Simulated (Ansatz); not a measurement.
HfRh:
```xyz
2
Lattice="3.2321 0.0000 0.0000 0.0000 3.2321 0.0000 0.0000 0.0000 3.2321" Properties=species:S:1:pos:R:3 pbc="T T T"
Rh     1.6160     1.6160     1.6160
Hf     0.0000     0.0000     0.0000
```

Relaxed with PBEsol.

Task: Map the electron localisation function on the plane through (0.500, 0.500, 0.500) spanned by u = [1, 0, 0] and v = [0, 1, 1] in lattice vectors, from DFT-PBEsol in the program Ansatz with PAW potentials.

Result: x is the fraction of u, y of v (the angle between them is 90°; rows are the nearest grid lines); atoms in the plane: Rh at (0.00, 0.00), Hf at (0.50, 0.50).
```
y \ x   0.000  0.0625  0.188  0.250  0.375  0.438  0.562  0.625  0.750  0.812  0.938   1.00
------  -----  ------  -----  -----  -----  -----  -----  -----  -----  -----  -----  -----
1.00    0.778   0.776  0.640  0.423  0.217  0.290  0.290  0.217  0.423  0.640  0.776  0.778
0.913   0.754   0.742  0.554  0.353  0.263  0.333  0.333  0.263  0.353  0.554  0.742  0.754
0.826   0.481   0.458  0.315  0.280  0.306  0.295  0.295  0.306  0.280  0.315  0.458  0.481
0.783   0.301   0.295  0.285  0.290  0.210  0.174  0.174  0.210  0.290  0.285  0.295  0.301
0.696   0.354   0.345  0.213  0.155  0.270  0.366  0.366  0.270  0.155  0.213  0.345  0.354
0.609   0.325   0.261  0.140  0.309  0.774  0.830  0.830  0.774  0.309  0.140  0.261  0.325
0.522   0.221   0.160  0.200  0.531  0.847  0.815  0.815  0.847  0.531  0.200  0.160  0.221
0.478   0.221   0.160  0.200  0.531  0.847  0.815  0.815  0.847  0.531  0.200  0.160  0.221
0.391   0.325   0.261  0.140  0.309  0.774  0.830  0.830  0.774  0.309  0.140  0.261  0.325
0.304   0.354   0.345  0.213  0.155  0.270  0.366  0.366  0.270  0.155  0.213  0.345  0.354
0.217   0.301   0.295  0.285  0.290  0.210  0.174  0.174  0.210  0.290  0.285  0.295  0.301
0.174   0.481   0.458  0.315  0.280  0.306  0.295  0.295  0.306  0.280  0.315  0.458  0.481
0.0870  0.754   0.742  0.554  0.353  0.263  0.333  0.333  0.263  0.353  0.554  0.742  0.754
0.000   0.778   0.776  0.640  0.423  0.217  0.290  0.290  0.217  0.423  0.640  0.776  0.778
```

The density is the valence pseudo-density with augmentation charge, so density and ELF within about 1 Å of a nucleus are not all-electron values.

Space group Pm-3m (CsCl type). The workflow started from an entry of the Crystallography Open Database (COD). Its standing as an ambient phase is unchecked. Symmetry was held in the PBEsol relaxation; whether a distortion lowers the energy is not shown. No spin polarisation was allowed. Spin–orbit coupling is left out wherever it is not named.

Potentials: the later of the program's two PAW sets.
